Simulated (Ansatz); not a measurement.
## Formation energy of LuP (rocksalt structure)

Computed with Ansatz (plane waves, PAW, 420 eV cutoff): PBEsol, scalar-relativistic, no spin polarisation, 10×10×10 k-mesh, Gaussian smearing of 0.05 eV; PAW files: Ansatz's generated set soft_2.

The cell was built from a prototype; rock salt is the usual structure of such lanthanide and actinide compounds.

The structure is cubic, space group Fm-3m (No. 225). Conventional cell: a = 5.448 Å, b = 5.448 Å, c = 5.448 Å, α = 90.00°, β = 90.00°, γ = 90.00°. Around Lu (site symmetry m-3m) lie 6 P at 2.72 Å. Around P (site symmetry m-3m) lie 6 Lu at 2.72 Å. (Neighbours are counted to 15 % beyond the shortest distance.)

The elements were computed in their standard states with the same datasets, cutoff and functional. Absolute energies hang on the potentials; compare differences alone.

Energy of the relaxed cell (2 atoms, smearing extrapolated to zero): -15354.742 eV. Elements, in eV/atom: Lu -14611.485, P -740.037.

Question: What is the formation energy?

Answer: [-15354.742 − (1 × -14611.485 + 1 × -740.037)] / 2 = -1.61 eV/atom, or -155 kJ per mole of atoms.

The value is for 0 K, without zero-point energy. A negative value shows stability against the elements alone, not against other compounds or structures.

Formal charges Lu³⁺, P³⁻ balance and leave closed shells on every ion, yet the run finds no gap: the anions' valence bands overlap the cations' empty bands by 1.4 eV on the mesh. A better functional would shrink the overlap, but with one this large it would likely leave a semimetal or metal.

These numbers lack spin–orbit coupling.
